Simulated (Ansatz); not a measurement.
Each is relaxed and computed with plane-wave PAW r²SCAN (Ansatz code). Which is the only one with a gap?
A) SiGe, CsCl type
B) NaCl, CsCl type
C) GePd, CsCl type
D) NbSi, CsCl type

B, NaCl, CsCl type. NaCl: gap 4.91 eV (indirect); SiGe: metal; GePd: metal; NbSi: metal. Constructed cells (a structure type filled with these elements, in neither database checked): SiGe, CsCl type; GePd, CsCl type; NbSi, CsCl type. Not the usual ambient phase: NaCl, CsCl type. Unstable at this level: NaCl, CsCl type; NbSi, CsCl type. All cells were relaxed under the symmetry of their starts (and spin orders); stability against distortions was not tested throughout. Rows with no word on spin ran without spin polarisation. Spin–orbit coupling is left out wherever it is not named.

Potentials: the later of the program's two PAW sets.
